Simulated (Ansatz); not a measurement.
Relaxing Na

These are results of Ansatz, DFT PBEsol, scalar-relativistic, plane waves, PAW, not measurements. Cutoff 420 eV, Γ-centred k mesh, Gaussian smearing, no spin polarisation in the final step.

A relaxed cell is given with its space group left out.

```xyz
1
Lattice="-2.0860 2.0860 2.0860 2.0860 -2.0860 2.0860 2.0860 2.0860 -2.0860" Properties=species:S:1:pos:R:3 pbc="T T T"
Na    0.0000    0.0000    0.0000
```

Task: What space group does it have?

Result: Im-3m (No. 229). Conventional cell: a = 4.172 Å. Na has 8 Na at 3.61 Å and 6 Na at 4.17 Å.

Task: Is it a metal?

Result: Yes, bands cross the Fermi level on the 6×6×6 mesh.

The final run used a 6×6×6 mesh on its 8-atom cell and 0.10 eV smearing.